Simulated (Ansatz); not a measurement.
ZrPbO$_{3}$:
Space group Pm-3m (No. 221); a = b = c = 4.108 Å, α = β = γ = 90.00°

```tsv
atom	site	symmetry	x	y	z
Zr	1a	m-3m	0.0000	0.0000	0.0000
Pb	1b	m-3m	0.5000	0.5000	0.5000
O	3d	4/mm.m	0.0000	0.0000	0.5000
```

Relaxed with LDA.

Task: Give the optical modes at the zone centre with their infrared and Raman activity from DFPT, LDA (plane waves, PAW; program Ansatz).

Result: Transverse frequencies, without the LO–TO term; a row sums one degenerate level.

| ω (cm⁻¹) | degeneracy | IR ((D/Å)²/amu) | Raman (Å⁴/amu) | activity | symmetry |
|---|---|---|---|---|---|
| 143i | 3 | 78.11 | 0 | IR | T1u |
| 26 | 3 | 0.00 | 0 | silent | T2u |
| 153 | 3 | 30.13 | 0 | IR | T1u |
| 577 | 3 | 79.26 | 0 | IR | T1u |

Task: How high does the top mode go among those that the LO–TO term moves?

Result: 710 cm⁻¹ for q along x.

The workflow started from a Materials Project entry (that database holds measured and hypothetical structures alike); the Crystallography Open Database copy checked does not list it. COD files the formula under space group No. 38, 55, so this cell is another polymorph or a model. Whether it is the stable phase at ambient conditions was not checked. Symmetry was held in the LDA relaxation. At this level the phase is dynamically unstable (imaginary phonons). The run is not spin-polarised. Spin–orbit coupling is left out wherever it is not named.

Potentials: the later of the program's two PAW sets.
